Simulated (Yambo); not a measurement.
## CO₂: sweep of GW parameters

G0W0@PBEsol for CO₂ (space group P4_2/mnm, No. 136) in Yambo. Reference settings: 4×4×4 Γ-centred k mesh, 121 bands and a 7 Ry block in the screening, 121 bands in G with the Bruneval-Gonze terminator, plasmon pole fitted at 27.2 eV. The PBEsol gap A → Γ on this mesh is 6.57 eV; G0W0 gaps are taken between the same points.

| change from the reference | G0W0 gap A → Γ (eV) | shift of the valence edge (eV) | rough Yambo cost |
|---|---|---|---|
| reference settings | 10.31 | -2.28 | 1 |
| 46 bands in W, 46 bands in G | 10.58 | -2.18 | about 1/3 |
| 79 bands in W, 79 bands in G | 10.36 | -2.24 | within a factor of two |
| 46 bands in G | 10.33 | -2.26 | – |
| 58 bands in W | 10.46 | -2.22 | about 1/2 |
| 6 Ry block | 10.29 | -2.27 | within a factor of two |
| pole fitted at 55 eV | 10.36 | -2.36 | – |
| 46 bands in G, no terminator | 10.06 | -1.64 | – |
| 79 bands in G, no terminator | 10.13 | -1.91 | – |
| no terminator | 10.21 | -2.07 | – |

The reference isn't shown to be the converged limit. Costs are rough (shared machines), scaled to the same edge states, and given only for runs that recompute the screening.

Geometry relaxed with PBE+D3(BJ); primitive cell a = b = 4.378 Å, c = 4.767 Å, α = β = γ = 90.00°.

The structure is a Materials Project entry; no match was found in the copy of COD used, and its stability was not checked.

A shift is the quasiparticle energy of the state minus its PBEsol energy.
